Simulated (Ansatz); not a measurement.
This run works on a proposed trial structure, not on a known crystal.

Input and command of a plane-wave DFT calculation in Ansatz:

```yaml
crystal:
  lattice:
    - [4.9220274134, 0.0, 0.0]
    - [-2.4610137067, 4.2626007781, 0.0]
    - [0.0, 0.0, 13.8061116796]
  atoms:
    - { symbol: Cs, position: [0.6666666667, 0.3333333333, 0.336549143] }
    - { symbol: Cs, position: [0.3333333333, 0.6666666667, 0.663450857] }
    - { symbol: B, position: [0.0, 0.5, 0.0] }
    - { symbol: B, position: [0.5, 0.0, 0.0] }
    - { symbol: B, position: [0.5, 0.5, 0.0] }
    - { symbol: Bi, position: [0.0, 0.0, 0.8319029478] }
    - { symbol: Bi, position: [0.0, 0.0, 0.1680970522] }
    - { symbol: Ir, position: [0.6666666667, 0.3333333333, 0.9055424344], spin: 1.0 }
    - { symbol: Ir, position: [0.3333333333, 0.6666666667, 0.0944575656], spin: 1.0 }
basis:
  ecutwfc: 420
kpoints:
  mp_grid: { grid: [6, 6, 2] }
hamiltonian:
  xc: pbe
scf:
  occupations: { method: gaussian, width: 0.1 }
  lower_state_search: "off"
output:
  forces: true
  stress: true
  eigenvalues: true
  populations: true
magnetization:
  spin_polarized: true
```

```bash
ansatz run input.yaml --threads 1 --pin off --max-ram 2560MiB --backend cpu --events-out ev --progress --plain --runs-dir out
```

Processor: Intel(R) Xeon(R) Processor @ 2.50GHz (Skylake/Cascade Lake), 1 thread, on a host shared with other jobs.

Question: Estimate time, memory and problem size.

Answer: About 92 s, peak memory 0.81 GiB. It solves 56 bands at 14 k points (after reduction by symmetry) with about 5717 plane waves, in 18 SCF iterations.
